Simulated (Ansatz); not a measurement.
MgTe:
```yaml
crystal:
  lattice:
    - [4.13703, 0.00000, 0.00000]
    - [-2.06852, 3.58278, 0.00000]
    - [0.00000, 0.00000, 6.74182]
  atoms:
    - { symbol: Mg, position: [0.00000, 0.00000, 0.50000] }
    - { symbol: Mg, position: [0.00000, 0.00000, 0.00000] }
    - { symbol: Te, position: [0.33333, 0.66667, 0.25000] }
    - { symbol: Te, position: [0.66667, 0.33333, 0.75000] }
```

Relaxed with LDA. Special points in fractions of this cell's reciprocal vectors: Γ (0.000, 0.000, 0.000); M (0.500, 0.000, 0.000); K (0.333, 0.333, 0.000); A (0.000, 0.000, 0.500); L (0.500, 0.000, 0.500); H (0.333, 0.333, 0.500).

Question: List the band energies nearest the valence-band maximum at these points for the program Ansatz at the LDA level (PAW).

Answer: In eV from the valence-band maximum; about four levels below and three above (degenerate sets whole), none deeper than 8.9 eV; points with the same levels are listed once.

| k | below | above |
|---|---|---|
| Γ | -0.62 -0.62 -0.15 -0.15 0.00 | 2.02 2.98 5.09 |
| M | -3.10 -2.06 -2.01 -0.63 | 2.17 2.46 3.28 |
| K | -3.03 -3.03 -2.96 -2.34 -2.34 | 0.76 5.91 6.21 6.21 |
| A | -0.38 -0.38 -0.38 -0.38 | 3.04 3.04 5.01 5.01 5.01 5.01 |
| L | -1.60 -1.60 -1.44 -1.44 | 2.09 2.09 3.55 3.55 |
| H | -3.86 -3.86 -0.77 -0.77 | 3.40 3.40 3.40 3.40 |

Space group P6_3/mmc (NiAs type). The first step of the workflow began from a Materials Project structure, measured or hypothetical; the Crystallography Open Database copy checked does not list it. COD files the formula under space group No. 186. Its standing as an ambient phase is unchecked. The LDA relaxation kept the symmetry of its start; its stability against distortions is not shown here. Scalar-relativistic: spin–orbit coupling is off unless named, which matters more the heavier the elements.

Potentials: the later of the program's two PAW sets.
